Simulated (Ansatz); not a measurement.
NbNO in space group Pca2_1 (No. 29; Nb on 4a, O on 4a, N on 4a), PBEsol in the plane-wave PAW code Ansatz, all energies at zero smearing, with the estimated change up to a 700 eV cutoff added, with one set of potentials and settings (totals compare only within such a set). Cell of 12 atoms (4 Nb, 4 O, 4 N): -21750.750 eV.

```csv
element,reference phase,E (eV/atom)
Nb,"Im-3m, 1 atoms in the cell",-4495.4840
O,"C2/m, 4 atoms in the cell, spin-polarised",-558.3609
N,"Pa-3, 8 atoms in the cell",-378.4910
```

Formation energy per atom, worked out: (-21750.750 − 4×(-4495.4840) − 4×(-558.3609) − 4×(-378.4910))/12 = -1.784 eV/atom (-172 kJ per mol of atoms), at 0 K, without zero-point energy or fitted corrections.

The start of the workflow was typed in or built on a structure type; neither database checked (COD, Materials Project) lists it. COD files the formula under space group No. 14. Its standing as an ambient phase is unchecked. The PBEsol relaxation kept the symmetry of its start; its stability against distortions is not shown here. The workflow began spin-polarised and lost its moments. The references are the lowest solids computed at this level, not always the standard phases (solids in place of the gases).

Potentials: the earlier of the program's two PAW sets. The files were generated under PBE; for other functionals the program regenerates the frozen cores, and for LDA and PBEsol the local potential too.
